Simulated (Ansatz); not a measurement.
## PbO₂ from a semilocal functional to hybrids

```
Pb O
1.0
     4.93117    0.00000    0.00000
     0.00000    4.93117    0.00000
     0.00000    0.00000    3.42450
Pb O
2 4
Direct
  0.00000 0.00000 0.00000
  0.50000 0.50000 0.50000
  0.30703 0.30703 0.00000
  0.80703 0.19297 0.50000
  0.19297 0.80703 0.50000
  0.69297 0.69297 0.00000
```

All runs: Ansatz, plane waves and PAW, scalar-relativistic (no spin–orbit coupling), 4×4×6 k-mesh, Gaussian smearing of 0.05 eV, no spin polarisation. Semilocal reference PBE: gap 0.18 eV, pressure 8.5 GPa. The hybrids carry no U.

**Question.** Order these functionals by the gap that they give, smallest first.
A. PBE0-type hybrid with an exact-exchange fraction of 0.05
B. r2SCANh
C. HSE06-type hybrid with a screening parameter of 0.1 Å⁻¹
D. r2SCAN50

**Answer.** B (0.12 eV), C (0.16 eV), A (0.22 eV), D (2.53 eV).

**Question.** What are the full results?

**Answer.** 
```
                                              functional      gap  pressure (GPa)  stress xx / yy / zz (GPa)  cutoff (eV)  core-seconds
                                                 r2SCANh  0.12 eV            -0.7         -0.1 / -0.1 / -2.0          500           110
 HSE06-type hybrid with a screening parameter of 0.1 Å⁻¹  0.16 eV            -1.6         -0.5 / -0.5 / -4.0          420            79
PBE0-type hybrid with an exact-exchange fraction of 0.05  0.22 eV             6.5            6.6 / 6.6 / 6.2          420            69
                                                r2SCAN50  2.53 eV           -11.4        -9.4 / -9.4 / -15.5          500           160
```

In the PBE0 form, going from an exact-exchange fraction of 0.00 to 0.05 opens the gap by 0.04 eV, or 0.08 eV for each tenth. On shared hosts the hybrid runs at the reference's cutoff took roughly 17 to 19 times the core time of the semilocal one on the same mesh, with some more bands.

Caveats: at least one run has a pressure over 8 GPa or diagonal stresses over 5 GPa apart; core times come from shared hosts and scatter; gaps are read on a coarse mesh; spin–orbit coupling, left out, matters for gaps this small, and the order of the bands may change along the rows; stress loosely converged.
